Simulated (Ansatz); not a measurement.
Values for one crystal, relaxed and computed with plane-wave PAW r²SCAN (Ansatz code); other levels are named.

```yaml
volume_per_atom: 18.54 Å³
electronic_character: metallic (no gap)
Bulk modulus (Birch–Murnaghan fit): 27.2 GPa
Gap with spin–orbit coupling: none (metallic)
Formation energy from the elements (no fitted shifts): -0.38 eV/atom
Pressure derivative B′: 3.9
Density of states at the Fermi level: 0.32 states/eV per atom (mean over ±0.08 eV)
```

Task: Which of these materials gives this?
A) BaCd2, Imma (Ba on 4e, Cd on 8h)
B) CaPb, L1₀ or tetragonal B2
C) Li3Pb, Fm-3m (Pb on 4a, Li on 4b, Li on 8c)
D) Li2Al, Cmcm (Li on 4c, Li on 4c, Al on 4c)

Result: C, Li3Pb, Fm-3m (Pb on 4a, Li on 4b, Li on 8c)

The workflow started from an entry of the Crystallography Open Database (COD). Whether it is the stable phase at ambient conditions was not checked. The r²SCAN relaxation kept the symmetry of its start; its stability against distortions is not shown here. The references are the lowest solids computed at this level, not always the standard phases. Scalar-relativistic: spin–orbit coupling is off unless named, which matters more the heavier the elements.

Potentials: the later of the program's two PAW sets.
